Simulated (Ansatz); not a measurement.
**Surface calculation: hcp Zr (0001), 4 layers**

The slab is cut from the hcp crystal, the stable phase, as relaxed on PAW files (22.47 Å³/atom), with 16 Å of vacuum and a dipole correction:

```
CELL_PARAMETERS angstrom
3.18516 0.00000 0.00000
-1.59258 2.75843 0.00000
0.00000 0.00000 23.67220
ATOMIC_POSITIONS crystal
Zr 0.83333 0.16667 0.33795
Zr 0.16667 0.83333 0.44598
Zr 0.83333 0.16667 0.55402
Zr 0.16667 0.83333 0.66205
```

All numbers are PBEsol results (scalar-relativistic) from Ansatz 0.2.0, with a Γ-centred 15×15×1 k mesh, Fermi–Dirac smearing of 0.05 eV, no spin polarisation. Methods: LAPW: all electrons, basis error target 1 meV/atom; PAW: frozen-core files, cutoff 420 eV.

The bulk energy comes from a cell in the slab's orientation on a 15×15×8 mesh. The surface energy is (E(slab) − N·E(bulk))/2A at zero smearing, the mean of both faces; thin slabs carry quantum-size effects.

The PAW files were made under PBE.

Question: As cut, the LAPW slab lies 2.048 eV above 4 atoms of bulk. What surface energy is that?

Answer: Over two faces of 8.79 Å² it is 116.5 meV/Å², and times 16.02 J/m² per eV/Å² that gives γ = 1.867 J/m².

Question: What do relaxation and the other method give, and what work function comes out?

Answer: 

```
method  γ as cut (J/m²)  γ relaxed (J/m²)  Φ as cut (eV)  Φ relaxed (eV)
  LAPW            1.867             1.786           4.29            4.29
   PAW            1.868             1.786           4.29            4.29
```

Question: How do the spacings between the planes relax?

Answer: From the bottom face up: d12 -5.9 % of 2.557 Å, d23 +3.6 % of 2.557 Å, d34 -5.9 % of 2.557 Å.

Question: What changes if relativity is switched off, at the same positions?

Answer: LAPW then gives: no gap, work function 4.24 eV.

Question: What changes if the vacuum is set to 22 Å?

Answer: LAPW then gives: no gap, work function 4.29 eV; PAW: no gap, work function 4.29 eV.

Question: A 3d core hole is made on one atom of each kind in every 1×1 cell (PAW hole dataset, neutral cell, valence without spin). What does it cost by layer?

Answer: layer 1 178.00 eV, layer 2 177.73 eV. Shifts between layers mean more than the absolute values, and a whole layer of holes screens otherwise than one hole.
